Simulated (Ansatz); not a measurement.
## Zone-centre modes in C

The calculation used DFT r2SCAN, scalar-relativistic, plane waves, PAW in Ansatz 0.2.0. Settings: plane waves to 500 eV, k-mesh 12×12×4 (Γ-centred), Gaussian smearing 0.05 eV. No spin polarisation.

The starting cell (relaxed at this level):

```
C
1.0
     2.50319    0.00000    0.00000
    -1.25160    2.16783    0.00000
     0.00000    0.00000    8.33777
C
8
Cartesian
  0.0000 1.4452 0.2615
  0.0000 1.4452 4.4304
  1.2516 0.7226 2.3460
  1.2516 0.7226 6.5149
  0.0000 1.4452 1.8229
  0.0000 1.4452 5.9918
  1.2516 0.7226 3.9074
  1.2516 0.7226 8.0762
```

Harmonic modes by finite displacements of 0.02 Å, without the LO–TO term. The cell doubles the primitive one, so its zone centre also holds the primitive cell's point q = (0, 0, 1/2).

Task: At this geometry, is the structure stable against these modes?

Result: Yes: no mode is imaginary beyond 10 cm⁻¹, and only the three translations lie near zero.

Task: List the wavenumbers in cm⁻¹.

Result: 0, 0, 0, 401, 401, 401, 401, 541, 541, 716, 716, 1061, 1207, 1207, 1264, 1264, 1264, 1264, 1275, 1299, 1315, 1315, 1328, 1328.

Cost: 1 run of about 1.6 core-minutes, on Arm Neoverse V1 (shared hosts).